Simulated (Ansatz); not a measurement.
According to plane-wave PAW PBE (Ansatz code), CaB₃N₃ in the hexagonal phase (P6_3/mcm; B on 6g, N on 6g, Ca on 2b) relaxes to a = 4.336 Å, c = 17.091 Å. B has 3 nearest neighbours from 1.45 Å (trigonal planar); N has 3 nearest neighbours from 1.45 Å (trigonal planar). Against the elements it lies at -91 kJ/mol of atoms, with no fitted shifts.

Electronic character: metallic (no gap).

An equation-of-state fit gives a bulk modulus of 3.3 GPa.

The start of the workflow was typed in or built on a structure type; neither database checked (COD, Materials Project) lists it. Whether it is the stable phase at ambient conditions was not checked. The cell was relaxed with PBE under the symmetry of its start; whether a distortion lowers the energy is not shown. The volume moved by 99 % from the start of the relaxation. The references are the lowest solids computed at this level, not always the standard phases (solids in place of the gases).

Potentials: the earlier of the program's two PAW sets.
